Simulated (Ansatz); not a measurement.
With DFT-PBE in the program Ansatz with PAW potentials, Mn3SiN in the anti-perovskite structure (Pm-3m) relaxes to a = 3.719 Å. Si has 12 nearest neighbours from 2.63 Å (cuboctahedral); N has 6 nearest neighbours from 1.86 Å (octahedral). Against the elements it lies at -0.28 eV/atom, with no fitted shifts.

Electronic character: metallic (no gap). The magnetic state found is ferromagnetic. The net moment is 0.39 μB per atom.

An equation-of-state fit gives a bulk modulus of 247 GPa.

The start of the workflow was typed in or built on a structure type; neither database checked (COD, Materials Project) lists it. Its standing as an ambient phase is unchecked. The PBE relaxation kept the symmetry of its start; its stability against distortions is not shown here. Spin order of the final state: ferromagnetic, chosen from 4 collinear starts compared on coarse meshes (ties went to the first, and starts can fall back to one state), not a proven ground state. The volume moved by -16 % from the start of the relaxation. No Hubbard U is applied. The references are the lowest solids computed at this level, not always the standard phases (solids in place of the gases).

Potentials: the earlier of the program's two PAW sets.
